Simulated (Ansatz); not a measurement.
A geometry of SnO2 away from equilibrium: the start of the relaxation of a generated cell, SnO2 built in the tetragonal-ZrO2 structure type. Calculation: r2SCAN (plane waves to 500 eV, PAW, scalar-relativistic; Ansatz, an electronic-structure program). Γ-centred k-mesh 7×7×5 on the run's cell (coarser than for final values), Fermi–Dirac smearing 0.05 eV.

```xyz
6
Lattice="3.6095 0.0000 0.0000 0.0000 3.6095 0.0000 0.0000 0.0000 5.1937" Properties=species:S:1:pos:R:3 pbc="T T T"
Sn     0.0000     0.0000     0.0000
Sn     1.8048     1.8048     2.5969
O      0.0000     1.8048     1.0559
O      0.0000     1.8048     3.6527
O      1.8048     0.0000     1.5410
O      1.8048     0.0000     4.1378
```

Give the Cartesian forces on all atoms (eV/Å).


```csv
atom,Fx,Fy,Fz
Sn1,0.00,0.00,0.00
Sn2,0.00,0.00,0.00
O3,0.00,0.00,-0.53
O4,0.00,0.00,-0.53
O5,0.00,0.00,0.53
O6,0.00,0.00,0.53
```

What is the pressure?

-5.1 GPa, compression positive.

How much energy per atom can still be gained by relaxing?

0.04 eV/atom; the path ends in P4₂/nmc (No. 137).

No spin polarisation in the result.

The run could not lower the symmetry of its start; a shaken copy of this end point relaxes with r2SCAN to C2/c (No. 15), 25 meV/atom lower.

The end of the path is a generated cell of SnO2: the first start was made by placing the elements on the sites of a structure type, and the end was not matched to a known phase here, so it may be hypothetical. Known forms of SnO2 include space group No. 136.
